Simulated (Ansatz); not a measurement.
NbPO₅:
```cif
data_Nb2O10P2
_chemical_formula_sum 'Nb2 P2 O10'
_space_group_name_H-M_alt 'P4/nmm :1'
_space_group_IT_number 129
_space_group_name_Hall 'P 4ab 2ab -1ab'
_cell_length_a 6.44851
_cell_length_b 6.44851
_cell_length_c 4.07197
_cell_angle_alpha 90.000
_cell_angle_beta 90.000
_cell_angle_gamma 90.000
loop_
_space_group_symop_operation_xyz
  'x, y, z'
  '-y+1/2, x+1/2, z'
  '-x, -y, z'
  'y+1/2, -x+1/2, z'
  'x+1/2, -y+1/2, -z'
  '-y, -x, -z'
  '-x+1/2, y+1/2, -z'
  'y, x, -z'
  '-x+1/2, -y+1/2, -z'
  'y, -x, -z'
  'x+1/2, y+1/2, -z'
  '-y, x, -z'
  '-x, y, z'
  'y+1/2, x+1/2, z'
  'x, -y, z'
  '-y+1/2, -x+1/2, z'
loop_
_atom_site_label
_atom_site_type_symbol
_atom_site_symmetry_multiplicity
_atom_site_Wyckoff_symbol
_atom_site_fract_x
_atom_site_fract_y
_atom_site_fract_z
_atom_site_occupancy
Nb1 Nb 2 c 0.50000 0.00000 0.22144 1
P1 P 2 b 0.50000 0.50000 0.50000 1
O1 O 8 i 0.19508 0.00000 0.28364 1
O2 O 2 c 0.00000 0.50000 0.21300 1
```

Relaxed with PBEsol.

Question: Which orbitals make up the states near the band edges in PBEsol in the plane-wave PAW code Ansatz?

Answer: Top 1 eV of the valence band: O 2p 97 %. Bottom 1 eV of the conduction band: Nb 4d 69 %, O 2p 23 %. Projections are on Löwdin-orthogonalised atomic valence shells; empty p or d shells of many metals are not among them.

Question: Tabulate the density of states.

Answer: States/eV per cell of 14 atoms, in 0.25 eV bins, energy from the valence-band maximum.

```tsv
E (eV)	total	O 2p	Nb 4d	O 2s
-7.85	1.53	0.88	0.09	0.31
-7.60	0.73	0.43	0.02	0.16
-7.35	0.00	0.00	0.00	0.00
-7.10	0.00	0.00	0.00	0.00
-6.85	2.70	1.69	0.55	0.05
-6.60	9.42	6.21	1.29	0.20
-6.35	4.54	3.05	0.55	0.12
-6.10	2.28	1.54	0.20	0.15
-5.85	5.20	3.59	0.30	0.42
-5.60	3.95	2.79	0.17	0.34
-5.35	11.04	7.88	0.36	0.95
-5.10	7.56	5.49	0.15	0.69
-4.85	1.32	0.97	0.02	0.13
-4.60	0.27	0.18	0.07	0.01
-4.35	3.35	2.31	0.76	0.06
-4.10	6.16	4.59	1.25	0.06
-3.85	13.34	10.18	2.52	0.13
-3.60	14.21	11.39	2.19	0.13
-3.35	6.93	5.48	1.05	0.10
-3.10	7.28	5.80	0.94	0.15
-2.85	7.37	5.99	0.86	0.15
-2.60	11.35	9.27	1.41	0.18
-2.35	12.31	10.47	1.18	0.16
-2.10	12.01	10.54	0.88	0.12
-1.85	9.11	8.04	0.68	0.05
-1.60	10.13	8.92	0.78	0.06
-1.35	13.22	11.89	0.79	0.08
-1.10	12.29	11.29	0.53	0.08
-0.85	12.40	11.87	0.22	0.07
-0.60	10.09	9.83	0.09	0.04
-0.35	8.59	8.45	0.04	0.02
-0.10	5.58	5.52	0.02	0.01
0.15	0.00	0.00	0.00	0.00
0.40	0.00	0.00	0.00	0.00
0.65	0.00	0.00	0.00	0.00
0.90	0.00	0.00	0.00	0.00
1.15	0.00	0.00	0.00	0.00
1.40	0.00	0.00	0.00	0.00
1.65	0.00	0.00	0.00	0.00
1.90	0.00	0.00	0.00	0.00
2.15	0.00	0.00	0.00	0.00
2.40	0.00	0.00	0.00	0.00
2.65	0.00	0.00	0.00	0.00
2.90	0.00	0.00	0.00	0.00
3.15	0.00	0.00	0.00	0.00
3.40	5.90	1.11	4.13	0.04
3.65	7.96	1.70	5.56	0.04
3.90	6.49	1.60	4.49	0.04
4.15	7.20	1.96	4.87	0.04
4.40	4.51	1.28	2.94	0.03
4.65	4.23	1.25	2.65	0.03
4.90	5.55	1.70	3.34	0.05
5.15	5.45	1.78	3.22	0.03
5.40	0.71	0.24	0.42	0.00
5.65	0.26	0.01	0.14	0.06
5.90	1.27	0.07	0.68	0.29
6.15	2.19	0.17	1.18	0.46
6.40	2.87	0.27	1.55	0.57
6.65	3.98	0.43	2.07	0.75
6.90	4.28	0.52	2.16	0.77
7.15	3.46	0.46	1.67	0.60
7.40	3.23	0.48	1.50	0.53
7.65	3.27	0.53	1.46	0.51
7.90	2.40	0.39	0.89	0.37
8.15	2.36	0.37	0.65	0.36
```

The workflow started from a Materials Project entry (that database holds measured and hypothetical structures alike); the Crystallography Open Database files this formula in space group No. 129, but the cells were not matched. Its standing as an ambient phase is unchecked. Symmetry was held in the PBEsol relaxation; whether a distortion lowers the energy is not shown. The run is not spin-polarised. Spin–orbit coupling is left out wherever it is not named.

Potentials: the later of the program's two PAW sets.
